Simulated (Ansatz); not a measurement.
**Lattice vibrations of Fe2Pt at Γ**

The calculation used DFT PBE, scalar-relativistic, plane waves, PAW (Ansatz 0.2.0). Plane waves to 420 eV; Γ-centred k mesh 12×12×18; Gaussian smearing of 0.20 eV. Collinear spin, site moments 2.8, 2.8, 0.5 μB. Phonons by linear response, acoustic sum rule imposed.

Equilibrium structure at this level:
```xyz
3
Lattice="4.1873 0.0000 0.0000 -2.0937 3.6263 0.0000 0.0000 0.0000 2.6474" Properties=species:S:1:pos:R:3 pbc="T T T"
Fe    0.0000    2.4176    2.3413
Fe    2.0937    1.2088    0.3061
Pt    0.0000    0.0000    1.3237
```

The cell was found from a structure generator's guess, not taken from experiment. In a metal, frequencies depend on the k mesh and the smearing, soft modes most. Spin–orbit coupling is left out, which matters for heavy elements.

Optical modes at Γ:
```json
{"frequency (meV)": "14.7", "degeneracy": "1"}
{"frequency (meV)": "17.6", "degeneracy": "1"}
{"frequency (meV)": "22.9", "degeneracy": "2"}
{"frequency (meV)": "29.6", "degeneracy": "2"}
```

All 6 optical modes at Γ are real: no displacement of atoms at fixed cell lowers the energy to second order. Strains and modes at other wave vectors aren't tested by this run.
